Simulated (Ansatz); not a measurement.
Data:

AgPt$_{3}$:
```
AgPt3
1.0
    3.96871     0.00000     0.00000
    0.00000     3.96871     0.00000
    0.00000     0.00000     3.96871
Ag Pt
1 3
Direct
  0.00000   0.00000   0.00000
  0.00000   0.50000   0.50000
  0.50000   0.00000   0.50000
  0.50000   0.50000   0.00000
```

This is the r²SCAN-relaxed structure.

**Question.** All from the program Ansatz at the r²SCAN level (PAW), unless another level is named. Estimate the bulk modulus (Birch–Murnaghan fit).

**Answer.** 221 GPa.

**Question.** What about the elastic constants (relaxed ions, GPa)?

**Answer.** C11 = 277, C12 = 193, C44 = 84.7.

Space group Pm-3m (Cu3Au type). The workflow started from an entry of the Crystallography Open Database (COD). Whether it is the stable phase at ambient conditions was not checked. The r²SCAN relaxation kept the symmetry of its start; of distortions, only those at the zone centre were tested. No spin polarisation was allowed. As this level gives no gap, shear constants depend on the k-mesh and smearing (Fermi–Dirac, 0.1 eV here). Spin–orbit coupling is left out wherever it is not named.

Potentials: the later of the program's two PAW sets.
